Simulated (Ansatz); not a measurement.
Input:

Li:
```
CELL_PARAMETERS angstrom
      3.05328     0.00000     0.00000
     -1.52664     2.64422     0.00000
      0.00000     0.00000     5.00314
ATOMIC_POSITIONS crystal
  Li 0.33333 0.66667 0.25000
  Li 0.66667 0.33333 0.75000
```

This is the PBEsol-relaxed structure. x, y and z are the axes in which the lattice vectors are written.

**Question.** All from PBEsol (plane waves, PAW; program Ansatz), unless another level is named. Estimate the Hill bulk and shear moduli.

**Answer.** 13.7 and 5.5 GPa.

**Question.** Give the elastic constants (relaxed ions, GPa).

**Answer.** C11 = 21.5, C12 = 13.1, C13 = 6.3, C33 = 28.7, C44 = 4.9.

Space group P6_3/mmc (hcp (Mg type)). The workflow started from a Materials Project entry (that database holds measured and hypothetical structures alike); the Crystallography Open Database files this formula in space group No. 194, but the cells were not matched. It is not the phase usual at ambient conditions (space group No. 229). The cell was relaxed with PBEsol under the symmetry of its start; its stability against distortions is not shown here. As this level gives no gap, shear constants depend on the k-mesh and smearing (Fermi–Dirac, 0.1 eV here).

Potentials: the earlier of the program's two PAW sets. The files were generated under PBE; for other functionals the program regenerates the frozen cores, and for LDA and PBEsol the local potential too.
